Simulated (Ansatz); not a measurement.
## Harmonic thermodynamics of ZrTi$_{3}$C$_{4}$

Computed with Ansatz, DFT PBE, scalar-relativistic, plane waves, PAW. Cutoff 420 eV, 12×12×12 k-points (Γ-centred), Fermi-Dirac smearing of 0.15 eV. No spin polarisation. Phonons by linear response, acoustic sum rule imposed.

The cell, relaxed at this level:
```
CELL_PARAMETERS angstrom
-2.22459 2.22459 4.42942
2.22459 -2.22459 4.42942
2.22459 2.22459 -4.42942
ATOMIC_POSITIONS crystal
Zr 0.50000 0.50000 0.00000
Ti 0.00000 0.00000 0.00000
Ti 0.75000 0.25000 0.50000
Ti 0.25000 0.75000 0.50000
C 0.24392 0.24392 0.00000
C 0.00000 0.50000 0.50000
C 0.75608 0.75608 0.00000
C 0.50000 0.00000 0.50000
```

The structure comes from a generated guess, relaxed at this level; another structure or a mixture of phases may lie lower. In a metal, frequencies and elastic constants depend on the k mesh and the smearing, soft modes and shear constants most. The q mesh is coarse, so values between its points are rough.

Force constants from linear response on a 2×2×2 q mesh, interpolated to a fine mesh.

Q: How much zero-point energy does an atom carry?

A: 75.9 meV.

Q: How large are the vibrational entropy and heat capacity at 300 K?

A: S = 1.75 k_B and C_V = 2.17 k_B per atom, 72 % of the Dulong–Petit value.

Q: Tabulate them against temperature.

A:
```
T (K)  F_vib (meV/atom)  S (k_B/atom)  C_V (k_B/atom)
  100              75.4          0.24            0.60
  200              70.2          0.99            1.60
  300              58.4          1.75            2.17
  400              40.3          2.42            2.47
  500              16.9          3.00            2.64
  600             -11.1          3.49            2.74
  700             -43.1          3.92            2.81
  800             -78.5          4.29            2.85
  900            -116.9          4.63            2.88
 1000            -158.2          4.94            2.90
```
